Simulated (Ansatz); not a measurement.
Space group P6_3/mmc (No. 194). a = 3.610 Å, b = 3.610 Å, c = 7.224 Å, α = 90.00°, β = 90.00°, γ = 120.00°
```csv
atom,site,symmetry,x,y,z
Ti,2a,-3m.,0.0000,0.0000,0.0000
Te,2c,-6m2,0.3333,0.6667,0.2500
```

Equation of state of this TiTe structure (not necessarily the ground state), with shape and atoms relaxed at each volume where symmetry leaves them free. It has no gap at any of these volumes. Method: DFT PBEsol, scalar-relativistic, plane waves, PAW (Ansatz 0.2.0).

Cutoff 420 eV; k points 12×12×8 on the computed 4-atom cell (Γ-centred); Gaussian smearing, width 0.10 eV; no spin polarisation.

```json
{"V (Å³/atom)": "19.158", "E − E(largest V) (meV/atom)": "4.03", "P (GPa)": "6.74"}
{"V (Å³/atom)": "19.770", "E − E(largest V) (meV/atom)": "-14.34", "P (GPa)": "3.09"}
{"V (Å³/atom)": "20.381", "E − E(largest V) (meV/atom)": "-19.87", "P (GPa)": "-0.01"}
{"V (Å³/atom)": "20.993", "E − E(largest V) (meV/atom)": "-14.52", "P (GPa)": "-2.62"}
{"V (Å³/atom)": "21.604", "E − E(largest V) (meV/atom)": "0.00", "P (GPa)": "-4.83"}
```

Question: Fit a third-order Birch–Murnaghan equation to E(V).

Answer: V0 = 20.37 Å³/atom, B0 = 95 GPa, B0' = 4.6.

Spin-orbit coupling is left out, which matters for the bands of heavy elements.

Cost: 5 runs of about 6.1 core-minutes in all, on Arm Neoverse V2 (shared hosts).